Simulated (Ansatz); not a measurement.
Molecular dynamics on a 2×2×3 supercell (24 atoms) of LiH (Fm-3m), relaxed with r2SCAN+rVV10. Forces come from PBE in Ansatz 0.2.0: constant energy and volume (NVE), velocities drawn at 1700 K, steps of 1 fs. Classical nuclei, no spin polarisation; a few dozen steps show the first response, not equilibrium.

```yaml
crystal:
  lattice:
    - [0.0, 3.9969453814, 3.9969453814]
    - [3.9969453814, 0.0, 3.9969453814]
    - [5.9954180722, 5.9954180722, 0.0]
  atoms:
    - { symbol: Li, position: [0.0, 0.0, 0.0] }
    - { symbol: H, position: [0.25, 0.25, 0.1666666667] }
    - { symbol: Li, position: [0.0, 0.0, 0.3333333333] }
    - { symbol: H, position: [0.25, 0.25, 0.5] }
    - { symbol: Li, position: [0.0, 0.0, 0.6666666667] }
    - { symbol: H, position: [0.25, 0.25, 0.8333333333] }
    - { symbol: Li, position: [0.0, 0.5, 0.0] }
    - { symbol: H, position: [0.25, 0.75, 0.1666666667] }
    - { symbol: Li, position: [0.0, 0.5, 0.3333333333] }
    - { symbol: H, position: [0.25, 0.75, 0.5] }
    - { symbol: Li, position: [0.0, 0.5, 0.6666666667] }
    - { symbol: H, position: [0.25, 0.75, 0.8333333333] }
    - { symbol: Li, position: [0.5, 0.0, 0.0] }
    - { symbol: H, position: [0.75, 0.25, 0.1666666667] }
    - { symbol: Li, position: [0.5, 0.0, 0.3333333333] }
    - { symbol: H, position: [0.75, 0.25, 0.5] }
    - { symbol: Li, position: [0.5, 0.0, 0.6666666667] }
    - { symbol: H, position: [0.75, 0.25, 0.8333333333] }
    - { symbol: Li, position: [0.5, 0.5, 0.0] }
    - { symbol: H, position: [0.75, 0.75, 0.1666666667] }
    - { symbol: Li, position: [0.5, 0.5, 0.3333333333] }
    - { symbol: H, position: [0.75, 0.75, 0.5] }
    - { symbol: Li, position: [0.5, 0.5, 0.6666666667] }
    - { symbol: H, position: [0.75, 0.75, 0.8333333333] }
kpoints:
  mp_grid: { grid: [4, 4, 2] }
hamiltonian:
  xc: pbe
scf:
  occupations: { method: fermi_dirac, width: 0.146 }
md:
  ensemble: nve
  temperature: 1700
  timestep: 1.0
  n_steps: 30
  initial_velocities: maxwell_boltzmann
  seed: 40
```

Run as `ansatz run input.yaml --threads 4 --pin off --max-ram 3686MiB --backend cpu --events-out ev --progress --plain --runs-dir out`. It took 99 s on 4 threads of Arm Neoverse N1, with other jobs on the host; peak host memory 0.62 GiB.

Q: How do temperature and energy develop?

A: The temperature starts at 1700 K, is lowest at step 25 (514 K, 25 fs) and ends at 693 K. The atoms start on their lattice sites with kinetic energy alone, so much of it first passes into potential energy. The conserved energy stays within 0.80 meV an atom. By the last step the atoms have moved 0.33 Å in the root mean square, the drift of the whole cell taken out, 0.57 Å at most.
```tsv
step	t (fs)	T (K)	free energy F from step 0 (meV/atom)	kinetic energy (meV/atom)	largest force (eV/Å)
0	0	1700	0.0	210.6	0.00
1	1	1672	3.5	207.1	0.31
2	2	1589	13.8	196.9	0.63
3	3	1461	29.8	181.0	0.94
4	4	1299	50.0	160.9	1.25
5	5	1121	72.2	138.8	1.52
6	6	945	94.2	117.0	1.73
7	7	790	113.4	97.9	1.87
8	8	673	128.1	83.3	1.93
9	9	600	137.0	74.4	1.91
10	10	574	140.2	71.1	1.81
11	11	586	138.6	72.6	1.69
12	12	626	133.6	77.5	1.73
13	13	678	127.0	84.0	1.75
14	14	732	120.3	90.7	1.78
15	15	778	114.6	96.4	1.79
16	16	810	110.5	100.4	1.75
17	17	826	108.6	102.3	1.70
18	18	822	109.1	101.8	1.63
19	19	797	112.1	98.7	1.58
20	20	753	117.6	93.3	1.68
21	21	695	124.9	86.1	1.79
22	22	631	132.9	78.1	1.87
23	23	572	140.3	70.9	1.90
24	24	531	145.5	65.8	1.88
25	25	514	147.6	63.6	1.81
26	26	522	146.5	64.7	1.68
27	27	551	142.8	68.3	1.67
28	28	594	137.5	73.6	1.73
29	29	643	131.4	79.6	1.75
30	30	693	125.2	85.8	1.70
```

Positions (Å) and forces (eV/Å) at step 30:
```
Li  -0.228  -0.508   0.054     0.161   0.818  -0.410
H    1.877   2.141   1.654     0.679  -0.131   0.929
Li   1.976   1.869  -0.016    -0.031   0.356   0.081
H    4.090   4.388   2.169    -0.127  -0.694  -0.387
Li   3.580   3.812  -0.060     1.676   0.305   0.012
H    6.044   5.955   1.890    -0.005  -0.006  -0.055
Li   1.979  -0.267   1.963    -0.149   0.820  -0.031
H    4.100   2.149   3.827     0.062  -0.221   0.537
Li   4.037   2.504   2.203    -0.076  -0.720  -0.774
H    6.042   3.777   4.213    -0.992   0.741  -0.413
Li   6.054   3.955   1.962    -0.182   0.197  -0.178
H    7.917   6.222   3.904     0.156  -0.802  -0.010
Li   0.209   2.093   1.906    -0.507  -0.204   0.039
H    2.207   3.618   3.886    -0.414   1.067   0.210
Li   2.174   4.223   2.277    -0.364  -0.183  -1.025
H    3.935   6.035   3.748    -0.134  -0.045   0.399
Li   4.200   6.269   1.790    -0.468  -0.551   0.356
H    5.822   7.748   4.069    -0.009   0.326  -0.349
Li   2.242   1.958   3.915    -0.225  -0.286  -0.195
H    3.684   4.033   5.955     0.814  -0.150   0.237
Li   4.023   4.142   4.102     0.031  -0.258   0.173
H    6.100   6.212   5.734    -0.378  -0.615   0.797
Li   5.748   5.869   4.053     0.561   0.502  -0.354
H    8.002   8.041   5.770    -0.082  -0.266   0.410
```
